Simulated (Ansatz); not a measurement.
## InGe2S4, a known structure type with other elements, at an estimated volume

```
CELL_PARAMETERS angstrom
0.00000 5.26275 5.26275
5.26275 0.00000 5.26275
5.26275 5.26275 0.00000
ATOMIC_POSITIONS crystal
S 0.38300 0.38300 0.38300
S 0.39900 0.86700 0.86700
S 0.38300 0.38300 0.85100
S 0.86700 0.39900 0.86700
S 0.85100 0.38300 0.38300
S 0.86700 0.86700 0.86700
S 0.38300 0.85100 0.38300
S 0.86700 0.86700 0.39900
In 0.50000 0.50000 0.50000
In 0.75000 0.75000 0.75000
Ge 0.12500 0.12500 0.12500
Ge 0.62500 0.12500 0.12500
Ge 0.12500 0.12500 0.62500
Ge 0.12500 0.62500 0.12500
```

Level: r2SCAN, no spin polarisation; 500 eV; 6×6×6 Γ-centred mesh; fermi-dirac occupations (width 0.1 eV); Ansatz 0.2.0, fixed geometry.

- At the Fermi level: It is a metal, with about 5.5 states/eV a cell as the mean within 0.25 eV of the Fermi level, mostly S p (71 %) and Ge s (22 %).
- Formation energy: 0.27 eV an atom against the elements' usual phases (free molecules for gases, crystals otherwise, with no correction for O₂ or N₂), so at this geometry it isn't bound against them. Relaxing would lower it.
- Stress: The pressure is 15.8 GPa (compression positive), so with the atoms held at these fractions the cell would first expand; the forces are large, so a full relaxation may end otherwise.
- Forces: The largest is on S2 (and as large on other atoms): 7.23 eV/Å, components (4.18, -4.18, -4.18). It makes 180° with the line to a nearest neighbour, In10 at 2.13 Å, pointing away from it.
- Charges: Bader charges in e: In +1.38, Ge +0.99, S -0.84. In the mean In gives up most and S takes most.

Origin: a known structure type with other elements, at an estimated volume, so it need not be a known compound. Caveats: many states at the Fermi level without spin polarisation, so a magnetic state may lie lower; atoms or cell far from equilibrium.
